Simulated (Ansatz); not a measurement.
IrW:
Space group P4/mmm (No. 123); a = 2.7478 Å, b = 2.7478 Å, c = 3.8979 Å, α = 90.00°, β = 90.00°, γ = 90.00°

| atom | site | symmetry | x | y | z |
|---|---|---|---|---|---|
| Ir | 1a | 4/mmm | 0.0000 | 0.0000 | 0.0000 |
| W | 1d | 4/mmm | 0.5000 | 0.5000 | 0.5000 |

Relaxed at zero pressure with the program Ansatz at the PBEsol level (PAW).

Q: The volume is raised by 6 % and shape and atoms relax at that volume. What pressure results, and how do the axes share the change?

A: -18.5 GPa; a 2.0 %, b 2.0 %, c 1.9 %; the energy rises by 54 meV/atom.

Q: Give the new structure.

A: 
Space group P4/mmm (No. 123); a = 2.803 Å, b = 2.803 Å, c = 3.971 Å, α = 90.00°, β = 90.00°, γ = 90.00°

```json
[
 {"atom": "Ir", "site": "1a", "symmetry": "4/mmm", "x": "0.0000", "y": "0.0000", "z": "0.0000"},
 {"atom": "W", "site": "1d", "symmetry": "4/mmm", "x": "0.5000", "y": "0.5000", "z": "0.5000"}
]
```

The phase is kept; no other phase was compared at this pressure.

The start of the workflow was typed in or built on a structure type; neither database checked (COD, Materials Project) lists it. COD files the formula under space group No. 51. Its standing as an ambient phase is unchecked. The PBEsol relaxation kept the symmetry of its start; its stability against distortions is not shown here. The run is not spin-polarised. Axis ratios of metals converge slowly with the k-mesh, so a and c are less sure than the volume. Spin–orbit coupling is left out wherever it is not named.

Potentials: the earlier of the program's two PAW sets. The files were generated under PBE; for other functionals the program regenerates the frozen cores, and for LDA and PBEsol the local potential too.
